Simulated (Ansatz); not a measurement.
CoGe:
```
CELL_PARAMETERS angstrom
      4.57981     0.00000     0.00000
      0.00000     4.57981     0.00000
      0.00000     0.00000     4.57981
ATOMIC_POSITIONS crystal
  Co 0.13639 0.13639 0.13639
  Co 0.36361 0.86361 0.63639
  Co 0.63639 0.36361 0.86361
  Co 0.86361 0.63639 0.36361
  Ge 0.83961 0.83961 0.83961
  Ge 0.66039 0.16039 0.33961
  Ge 0.33961 0.66039 0.16039
  Ge 0.16039 0.33961 0.66039
```

Relaxed with r²SCAN. Special points in fractions of this cell's reciprocal vectors: Γ (0.000, 0.000, 0.000); X (0.000, 0.500, 0.000); M (0.500, 0.500, 0.000); R (0.500, 0.500, 0.500); X1 (0.500, 0.000, 0.000).

List the band energies nearest the Fermi level at these points for the program Ansatz at the r²SCAN level (PAW).

In eV from the Fermi level; about four levels below and three above (degenerate sets whole), none deeper than 8.9 eV; points with the same levels are listed once.

```csv
k,below,above
Γ,-0.72 -0.72 -0.04 -0.04 -0.04,2.05 2.05 2.05
X,-0.59 -0.59 -0.40 -0.40,1.04 1.04 1.11 1.11
M,-1.36 -1.36 -0.91 -0.91,0.01 0.01 0.45 0.45
R,-0.18 -0.18 -0.18 -0.18,4.95 4.95 4.95 4.95
```

Space group P2_13. The workflow started from a Materials Project entry (that database holds measured and hypothetical structures alike); the Crystallography Open Database copy checked does not list it. Whether it is the stable phase at ambient conditions was not checked. Symmetry was held in the r²SCAN relaxation; its stability against distortions is not shown here. No spin polarisation was allowed. Scalar-relativistic: spin–orbit coupling is off unless named, which matters more the heavier the elements.

Potentials: the later of the program's two PAW sets.
